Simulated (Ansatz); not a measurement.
Starting cell, TiO$_{2}$ (anatase):

```
TiO2
1.0
   -1.88489     1.88489     4.77588
    1.88489    -1.88489     4.77588
    1.88489     1.88489    -4.77588
Ti O
2 4
Cartesian
  0.00000   0.00000   4.77588
  1.88489   0.00000   2.38794
  0.00000   0.00000   2.79363
  1.88489   0.00000   0.40569
  1.88489   0.00000   4.37019
  0.00000   0.00000   6.75813
```

Scan: atom 6 (O, nearest neighbour Ti at 1.928 Å; its periodic images, 3.8 Å or more away, move with it) is displaced along Cartesian [110], direction (0.707, 0.707, 0.000) in Cartesian axes, by s. The other atoms stay.

Method: PBEsol (plane waves to 420 eV, PAW, scalar-relativistic; Ansatz, a program for electronic structure). k mesh 10×10×10 (Γ-centred), Fermi-Dirac smearing 0.05 eV. E stands for the smeared free energy. Left out: 4 of 11 points, with atoms too close for the PAW data. F⊥ is the part of the force across the line. TiO2 is run without spin polarisation. TiO2 was relaxed with its symmetry unable to fall. The zero of ΔE is the undisplaced structure.

```tsv
s (Å)	|F⊥| (eV/Å)	ΔE (meV/cell)
-0.348	?	590
-0.232	1.541	?
-0.116	0.686	61
0.000	0.000	0
0.116	0.686	61
0.232	1.541	?
0.348	?	590
```

Question: Some entries are withheld; supply them.

Answer: 
- -0.348, |F⊥| (eV/Å): 2.717
- -0.232, ΔE (meV/cell): 252
- 0.232, ΔE (meV/cell): 252
- 0.348, |F⊥| (eV/Å): 2.717

(For displaced atoms, the force is minus the slope of the energy, and its curvature is a force constant, which sets phonon frequencies.)
